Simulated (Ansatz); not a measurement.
Consider the following.

MnPt:
```cif
data_Mn2Pt2
_chemical_formula_sum 'Mn2 Pt2'
_space_group_name_H-M_alt 'P 1'
_space_group_IT_number 1
_cell_length_a 3.89233
_cell_length_b 3.89233
_cell_length_c 3.68345
_cell_angle_alpha 90.000
_cell_angle_beta 90.000
_cell_angle_gamma 90.000
loop_
_space_group_symop_operation_xyz
  'x, y, z'
loop_
_atom_site_label
_atom_site_type_symbol
_atom_site_fract_x
_atom_site_fract_y
_atom_site_fract_z
_atom_site_occupancy
Mn1 Mn 0.00000 0.00000 0.00000 1
Mn2 Mn 0.50000 0.50000 0.00000 1
Pt1 Pt 0.50000 0.00000 0.50000 1
Pt2 Pt 0.00000 0.50000 0.50000 1
```
The run is spin-polarised; directions of the spins, atom by atom: ↑ ↓ 0 0.

This is the PBEsol-relaxed structure.

Question: All from PBEsol in the plane-wave PAW code Ansatz, unless another level is named. Predict the density of states at the Fermi level.

Answer: 0.13 states/eV per atom (mean over ±0.08 eV).

Question: And the formation energy from the elements (no fitted shifts)?

Answer: -0.38 eV/atom.

Space group P4/mmm (L1₀ or tetragonal B2). The start of the workflow was typed in or built on a structure type; the Crystallography Open Database files this formula in space group No. 123, but the cells were not matched. Its standing as an ambient phase is unchecked. The PBEsol relaxation kept the symmetry of its start, as lowered by the spin order; its stability against distortions is not shown here. Magnetic state: antiferromagnetic, chosen from 5 collinear starts compared on coarse meshes (ties went to the first, and starts can fall back to one state), not a proven ground state. The references are the lowest solids computed at this level, not always the standard phases. Scalar-relativistic: spin–orbit coupling is off unless named, which matters more the heavier the elements.

Potentials: the earlier of the program's two PAW sets. The files were generated under PBE; for other functionals the program regenerates the frozen cores, and for LDA and PBEsol the local potential too.
